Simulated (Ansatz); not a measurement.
Data:

SrLa2S4:
```
SrLa2S4
1.0
   -4.30299     4.30299     4.28855
    4.30299    -4.30299     4.28855
    4.30299     4.30299    -4.28855
Sr La S
2 4 8
Cartesian
  0.00000   0.00000   4.28855
  4.30299   0.00000   2.14428
  6.45448   1.11403  -1.07214
  1.11403   2.15149   1.07214
 -2.15149   3.18896   3.21641
  3.18896   2.15149   5.36069
  1.47849  -0.66541   1.68678
  3.63758   2.82450   2.60177
  2.82450   4.96840  -2.60177
  0.66541   1.47849   6.89032
  1.47849   4.96840   0.45749
  3.63758   1.47849  -0.45749
  2.82450  -0.66541   4.74604
  0.66541   2.82450   3.83106
```

This is the LDA-relaxed structure.

Problem. All from LDA (plane waves, PAW; program Ansatz), unless another level is named. Estimate the electron effective mass.

Solution. 0.40, 0.63, 0.63 mₑ (principal values).

Problem. Next, the valence-band maximum?

Solution. at M.

Problem. What about the weight of the conduction-edge state by species (Voronoi cells)?

Solution. La 50 %, S 42 %, Sr 8 %.

Space group I-42d. The workflow started from a Materials Project entry (that database holds measured and hypothetical structures alike); the Crystallography Open Database copy checked does not list it. Whether it is the stable phase at ambient conditions was not checked. The cell was relaxed with LDA under the symmetry of its start; of distortions, only those at the zone centre were tested. Scalar-relativistic: spin–orbit coupling is off unless named, which matters more the heavier the elements.

Potentials: the later of the program's two PAW sets.

Edges and masses are those of Kohn–Sham bands, whose gap is no quasiparticle gap.
